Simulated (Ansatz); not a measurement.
Relaxed-ion elastic tensor of Al (fcc (Cu type), Fm-3m) in GPa (Voigt order), LDA (plane waves, PAW; program Ansatz); density 2.84 g/cm³, 15.80 Å³ per atom.

```tsv
	1	2	3	4	5	6
1	122	65.1	65.1	0.0	0.0	0.0
2	65.1	122	65.1	0.0	0.0	0.0
3	65.1	65.1	122	0.0	0.0	0.0
4	0.0	0.0	0.0	36.1	0.0	0.0
5	0.0	0.0	0.0	0.0	36.1	0.0
6	0.0	0.0	0.0	0.0	0.0	36.1
```

Question: Is the crystal mechanically stable?

Answer: Yes: the smallest eigenvalue of C is 36.1 GPa.

Question: Work out the Voigt, Reuss and Hill averages.

Answer: K_V = 84.0, K_R = 84.0, K_H = 84.0; G_V = 33.0, G_R = 32.5, G_H = 32.8 GPa.

Question: Give Young's modulus, Poisson's ratio, Pugh's ratio and the universal anisotropy index.

Answer: E = 9KG/(3K + G) = 87.0 GPa; ν = 0.33; K/G = 2.56 (ductile by the Pugh limit of 1.75); A_U = 5G_V/G_R + K_V/K_R − 6 = 0.07.

Question: Estimate the sound speeds and the Debye temperature.

Answer: v_l = √((K + 4G/3)/ρ) = 6710 m/s, v_t = √(G/ρ) = 3400 m/s, mean 3810 m/s; Θ = (h/k)(3n/4πV)^(1/3) v_m = 452 K.

Question: Give the Zener ratio and Young's modulus along [100], [110] and [111].

Answer: A = 2C44/(C11 − C12) = 1.27; 1/E = S11 − 2(S11 − S12 − S44/2)Γ with Γ = 0, 1/4, 1/3 gives 76.5, 89.4, 94.7 GPa.

Question: Solve the Christoffel equation for the three sound speeds along [100], [110], [111].

Answer: Eigenvalues of C_ijkl n_j n_l equal ρv². In km/s, slowest first: [100] 3.57, 3.57, 6.55; [110] 3.16, 3.57, 6.76; [111] 3.30, 3.30, 6.83.

The LDA relaxation kept the symmetry of its start. As this level gives no gap, shear constants depend on the k-mesh and smearing (Fermi–Dirac, 0.1 eV here).

Potentials: the earlier of the program's two PAW sets. The files were generated under PBE; for other functionals the program regenerates the frozen cores, and for LDA and PBEsol the local potential too.
